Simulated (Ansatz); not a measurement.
TaAs (I4_1md), relaxed and computed with several functionals in Ansatz (plane waves, PAW).

| functional | a (Å) | c (Å) | V (Å³/atom) |
|---|---|---|---|
| PBE | 3.463 | 11.735 | 17.59 |
| r²SCAN | 3.442 | 11.715 | 17.34 |
| PBEsol | ___ | ___ | ___ |
| LDA | 3.405 | 11.509 | 16.68 |

**Question.** Fill in the missing entries.

**Answer.** 
- PBEsol, a (Å): 3.429
- PBEsol, c (Å): 11.583
- PBEsol, V (Å³/atom): 17.02

All cells were relaxed under the symmetry of their starts (and spin orders); stability against distortions was not tested throughout. Rows with no word on spin ran without spin polarisation. Spin–orbit coupling is left out wherever it is not named.

Potentials: the later of the program's two PAW sets.

Ansatz (a quantum-chemistry and plane-wave program) is a plane-wave DFT program.
